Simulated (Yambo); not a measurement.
Yambo run on TiO2 (anatase, space group I4_1/amd, No. 141). The wavefunctions are PBEsol (Quantum ESPRESSO, PseudoDojo norm-conserving, 84 Ry, without SOC) ones on a 4×4×4 mesh (24 occupied bands); a = b = c = 5.501 Å, α = β = 139.79°, γ = 58.18°.

Yambo input:

```
rim_cut
HF_and_locXC
RandQpts= 1000000
RandGvec= 1 Ry
EXXRLvcs= 84 Ry
VXCRLvcs= 336 Ry
% QPkrange
 1 | 1 | 24 | 25 |
 3 | 3 | 24 | 25 |
 6 | 6 | 24 | 25 |
 8 | 8 | 24 | 25 |
 9 | 9 | 24 | 25 |
 13 | 13 | 24 | 25 |
%
```

k points by index: 1 = Γ, 3 = X, 6 = N, 8 = P, 9 = (0.25, 0.25, -0.25), 13 = Z.

Resulting energies as the program prints them:

```
#    K-point    Band    Eo [eV]    Ehf [eV]    Vxc [eV]    Vnlxc [eV]
#
    1    24    -0.401304    -5.464559    -19.31886    -24.38211
    1    25    2.168910    9.554162    -19.25060    -11.86535
    3    24    0.000000    -4.936810    -19.80291    -24.73972
    3    25    3.370329    11.72762    -20.78846    -12.43117
    6    24    -0.602617    -5.675682    -19.86119    -24.93426
    6    25    3.304295    11.51925    -20.31149    -12.09654
    8    24    -0.199534    -4.904950    -19.44231    -24.14773
    8    25    3.609771    11.77116    -21.24365    -13.08226
    9    24    -0.180235    -5.055487    -20.00725    -24.88251
    9    25    2.269557    9.771500    -19.39062    -11.88868
    13    24    -0.064363    -4.931011    -20.19611    -25.06275
    13    25    2.520822    10.31479    -19.75601    -11.96204
```
Exchange alone, without screening.

Geometry of the Materials Project entry, not relaxed at this level.
